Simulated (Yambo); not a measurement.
Optical response of K2NaScF6

```
CELL_PARAMETERS angstrom
      0.00000     4.30485     4.30485
      4.30485     0.00000     4.30485
      4.30485     4.30485     0.00000
ATOMIC_POSITIONS crystal
  F  0.23583 0.23583 0.76417
  F  0.76417 0.76417 0.23583
  F  0.76417 0.23583 0.23583
  F  0.23583 0.76417 0.76417
  F  0.23583 0.76417 0.23583
  F  0.76417 0.23583 0.76417
  Na 0.50000 0.50000 0.50000
  K  0.25000 0.25000 0.25000
  K  0.75000 0.75000 0.75000
  Sc 0.00000 0.00000 0.00000
```

Yambo, RPA with local fields on LDA bands; 4×4×4 mesh, 133 bands, 3 Ry local-field block, 0.2 eV broadening; field along x.

```csv
E (eV),Im ε,Re ε,"Im ε, independent particles"
0.0,0.00,2.04,0.00
0.5,0.00,2.04,0.00
1.0,0.00,2.05,0.00
1.5,0.00,2.06,0.01
2.0,0.01,2.07,0.01
2.5,0.01,2.09,0.01
3.0,0.01,2.11,0.01
3.5,0.01,2.15,0.02
4.0,0.02,2.18,0.02
4.5,0.02,2.24,0.03
5.0,0.03,2.30,0.04
5.5,0.04,2.39,0.06
6.0,0.07,2.53,0.10
6.5,0.14,2.74,0.22
7.0,0.33,3.06,0.66
7.5,1.11,3.04,2.54
8.0,1.29,2.51,1.27
8.5,1.31,2.35,1.24
9.0,0.98,2.38,1.13
9.5,1.65,2.56,2.16
10.0,1.83,1.88,2.06
10.5,2.28,1.68,2.31
11.0,1.72,0.87,1.55
11.5,1.24,0.82,1.03
12.0,1.08,0.90,0.94
12.5,0.85,0.84,0.82
13.0,0.69,1.01,0.72
13.5,0.67,1.03,0.68
14.0,0.56,1.12,0.54
14.5,0.49,1.22,0.51
15.0,0.57,1.29,0.59
15.5,0.57,1.35,0.62
16.0,0.60,1.42,0.65
16.5,0.66,1.43,0.74
17.0,0.75,1.50,0.81
17.5,0.98,1.42,1.18
18.0,0.82,1.28,1.03
18.5,0.85,1.14,1.15
19.0,0.87,1.22,1.33
19.5,0.75,1.10,1.80
20.0,0.81,1.12,2.01
```

Structure narrower than a few tenths of an eV can come from the finite k mesh. Convergence of the RPA response with its 4×4×4 mesh was not tested. No excitonic effects at this level.

Geometry of the Materials Project entry, not relaxed at this level.
